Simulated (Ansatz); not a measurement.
Density of states of a Al$_{7}$C$_{6}$N$_{7}$ cell (a random packing after short dynamics, relaxed), per eV and atom, broadened by Gaussian smearing of width 0.1 eV and averaged over bins of 0.2 eV, from 8 eV under the Fermi level at most up to where the solved bands end.

Computed with DFT PBE, scalar-relativistic, plane waves, PAW in Ansatz 0.2.0.

Settings: cutoff 420 eV, Γ-centred mesh 5×6×6 on the computed 20-atom cell, Gaussian smearing of 0.02 eV; no spin polarisation.

```xyz
20
Lattice="6.3767 0.0305 -0.1537 0.0519 5.9933 0.2608 -0.1826 0.2622 6.0015" Properties=species:S:1:pos:R:3 pbc="T T T"
C     5.9168    1.2845    0.7633
C     0.1736    2.8512    3.8903
C     2.8809    0.5161    5.4970
C     2.3475    1.7933    3.1806
C     6.3215    5.8603    1.1292
C     5.9520    5.7849    3.8682
Al    1.8516    0.2850    1.1600
Al    2.5420    5.0067    4.3631
Al    4.2549    2.0233    5.4738
Al    5.0466    1.2502    2.5262
Al    3.7583    4.5692    0.8868
Al    0.8085    3.5452    2.0319
Al    1.6552    2.3542    5.2276
N     5.6436    4.7073    1.2743
N     0.5629    5.2938    4.4532
N     2.4523    4.6420    2.3974
N     0.8334    2.0222    0.8603
N     3.1843    1.3199    2.4398
N     5.3393    2.4396    3.9121
N     3.0983    3.5749    5.5272
```

| E − E_F (eV) | total | N 2p | C 2p | Al 3p | Al 3s |
| --- | --- | --- | --- | --- | --- |
| -7.95 | 0.415 | 0.181 | 0.117 | 0.049 | 0.036 |
| -7.75 | 0.383 | 0.168 | 0.111 | 0.046 | 0.028 |
| -7.55 | 0.419 | 0.196 | 0.122 | 0.044 | 0.028 |
| -7.35 | 0.417 | 0.197 | 0.126 | 0.043 | 0.024 |
| -7.15 | 0.395 | 0.187 | 0.123 | 0.039 | 0.018 |
| -6.95 | 0.407 | 0.188 | 0.132 | 0.043 | 0.015 |
| -6.75 | 0.456 | 0.206 | 0.150 | 0.051 | 0.014 |
| -6.55 | 0.354 | 0.167 | 0.116 | 0.038 | 0.009 |
| -6.35 | 0.330 | 0.162 | 0.104 | 0.033 | 0.011 |
| -6.15 | 0.278 | 0.143 | 0.084 | 0.024 | 0.010 |
| -5.95 | 0.316 | 0.163 | 0.087 | 0.030 | 0.016 |
| -5.75 | 0.351 | 0.185 | 0.081 | 0.038 | 0.023 |
| -5.55 | 0.368 | 0.193 | 0.086 | 0.041 | 0.022 |
| -5.35 | 0.450 | 0.245 | 0.107 | 0.046 | 0.022 |
| -5.15 | 0.408 | 0.229 | 0.093 | 0.040 | 0.020 |
| -4.95 | 0.412 | 0.233 | 0.090 | 0.043 | 0.018 |
| -4.75 | 0.424 | 0.240 | 0.094 | 0.045 | 0.015 |
| -4.55 | 0.367 | 0.191 | 0.089 | 0.041 | 0.012 |
| -4.35 | 0.456 | 0.235 | 0.107 | 0.052 | 0.015 |
| -4.15 | 0.547 | 0.291 | 0.122 | 0.065 | 0.016 |
| -3.95 | 0.362 | 0.209 | 0.072 | 0.038 | 0.016 |
| -3.75 | 0.409 | 0.237 | 0.087 | 0.038 | 0.022 |
| -3.55 | 0.363 | 0.208 | 0.083 | 0.035 | 0.016 |
| -3.35 | 0.317 | 0.189 | 0.068 | 0.030 | 0.012 |
| -3.15 | 0.370 | 0.232 | 0.071 | 0.037 | 0.011 |
| -2.95 | 0.171 | 0.093 | 0.044 | 0.019 | 0.006 |
| -2.75 | 0.233 | 0.093 | 0.085 | 0.030 | 0.012 |
| -2.55 | 0.323 | 0.112 | 0.136 | 0.040 | 0.015 |
| -2.35 | 0.413 | 0.130 | 0.189 | 0.051 | 0.018 |
| -2.15 | 0.343 | 0.120 | 0.148 | 0.042 | 0.012 |
| -1.95 | 0.288 | 0.118 | 0.111 | 0.034 | 0.011 |
| -1.75 | 0.124 | 0.052 | 0.047 | 0.015 | 0.005 |
| -1.55 | 0.109 | 0.035 | 0.044 | 0.017 | 0.007 |
| -1.35 | 0.241 | 0.077 | 0.101 | 0.034 | 0.014 |
| -1.15 | 0.143 | 0.045 | 0.061 | 0.020 | 0.007 |
| -0.95 | 0.018 | 0.006 | 0.008 | 0.003 | 0.001 |
| -0.75 | 0.136 | 0.045 | 0.057 | 0.020 | 0.008 |
| -0.55 | 0.159 | 0.057 | 0.064 | 0.022 | 0.008 |
| -0.35 | 0.148 | 0.057 | 0.059 | 0.020 | 0.005 |
| -0.15 | 0.045 | 0.018 | 0.018 | 0.006 | 0.001 |
| 0.05 | 0.101 | 0.030 | 0.049 | 0.011 | 0.003 |
| 0.25 | 0.314 | 0.092 | 0.157 | 0.033 | 0.010 |
| 0.45 | 0.108 | 0.030 | 0.054 | 0.013 | 0.003 |
| 0.65 | 0.119 | 0.027 | 0.056 | 0.021 | 0.004 |
| 0.85 | 0.316 | 0.076 | 0.156 | 0.046 | 0.009 |
| 1.05 | 0.356 | 0.086 | 0.181 | 0.047 | 0.011 |
| 1.25 | 0.368 | 0.092 | 0.181 | 0.046 | 0.013 |
| 1.45 | 0.269 | 0.068 | 0.134 | 0.033 | 0.009 |
| 1.65 | 0.187 | 0.042 | 0.088 | 0.028 | 0.012 |
| 1.85 | 0.270 | 0.060 | 0.129 | 0.038 | 0.017 |
| 2.05 | 0.127 | 0.031 | 0.061 | 0.015 | 0.007 |
| 2.25 | 0.182 | 0.053 | 0.082 | 0.021 | 0.007 |
| 2.45 | 0.169 | 0.049 | 0.063 | 0.028 | 0.008 |
| 2.65 | 0.170 | 0.044 | 0.053 | 0.033 | 0.013 |
| 2.85 | 0.229 | 0.033 | 0.041 | 0.069 | 0.033 |
| 3.05 | 0.167 | 0.022 | 0.027 | 0.056 | 0.024 |
| 3.25 | 0.151 | 0.019 | 0.023 | 0.055 | 0.016 |

The columns after the total are the largest Löwdin projections on the valence shells of the potentials, so they needn't add up, and the weight of a shell that a potential lacks goes to other orbitals. The cell has a gap on the mesh of 0.17 eV.

An odd mesh misses points on the zone edge, so a gap read on it can be too wide.

Cost: 2 runs of about 6.6 core-minutes in all (earlier runs that led there not counted), on Arm Neoverse V2 (shared hosts).